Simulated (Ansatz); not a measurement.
Values for one crystal, relaxed and computed with the program Ansatz at the PBEsol level (PAW); other levels are named.

- Volume per atom: 12.56 Å³
- Band gap: 0.55 eV (direct)
- Electron effective mass: 1.3, 1.3, 1.9 mₑ (principal values)
- Electronic dielectric constant ε∞ (DFPT): 13.0 (xx = yy), 10.5 (zz)
- Valence-band maximum: at T
- Highest zone-centre frequency (without LO–TO term): 622 cm^-1
- Bulk modulus (Birch–Murnaghan fit): 90.8 GPa

Which of these materials gives this?
A) BaTiO3, cubic perovskite
B) HfO2, P2_1/c (Hf on 4e, O on 4e, O on 4e)
C) FeBiO3, R3m (Fe on 3a, Bi on 3a, O on 9b)
D) MgO, rock salt

C, FeBiO3, R3m (Fe on 3a, Bi on 3a, O on 9b)

The first step of the workflow began from a Materials Project structure, measured or hypothetical; the Crystallography Open Database copy checked does not list it. It is not the phase usual at ambient conditions (space group No. 161). The PBEsol relaxation kept the symmetry of its start, as lowered by the spin order. At this level the phase is dynamically unstable (imaginary phonons). Magnetic state: antiferromagnetic, chosen from 5 collinear starts compared on coarse meshes (ties went to the first, and starts can fall back to one state), not a proven ground state. No Hubbard U is applied. Spin–orbit coupling is left out wherever it is not named.

Potentials: the earlier of the program's two PAW sets. The files were generated under PBE; for other functionals the program regenerates the frozen cores, and for LDA and PBEsol the local potential too.
